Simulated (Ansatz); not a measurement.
## MgB₂: how the free axis answers a strain

MgB₂, P6/mmm, a = 3.073 Å, c = 3.532 Å. The structure is a Materials Project entry; whether it is the stable form wasn't checked. Ansatz: PBE, PAW, 420 eV, Γ-centred 15×15×12 mesh on 3 atoms, Gaussian smearing 0.10 eV; no spin polarisation. Series: biaxial strain in the a-b plane, c and atoms relaxed; x is the strain in per cent. y is the change of c in per cent of 3.532 Å.

```
x (%) y (%)
 -4.5      ?
 -3.0   0.43
 -1.5   0.26
  0.0   0.00
  1.5  -0.60
  3.0  -1.11
  4.5  -1.57
```

Problem. Fit y = c1 x + c2 x² to the other rows, say what c1 measures, and predict the missing y.

Solution. Least squares on the rows shown. y = −0.2430 x − 0.02841 x². With no stress along c, c1 = −2C13/C33 = -0.243. With a term in x³ added, the coefficient of x becomes -0.3141, 29 % more, which shows how far this figure hangs on the form. At x = -4.5 the fit asked for gives 0.52 %. The run gave 0.75 %, so the fit is 0.23 % too low, 9.9 % of the span of the series, against an rms of 0.11 % on the fitted rows. The row lies outside the fitted range. With a term in x³ added, a fit to the same known rows predicts -0.01 %, further off still. The parabola turns at x = -4.3, between the two outer rows, which can neither show nor exclude a turn there.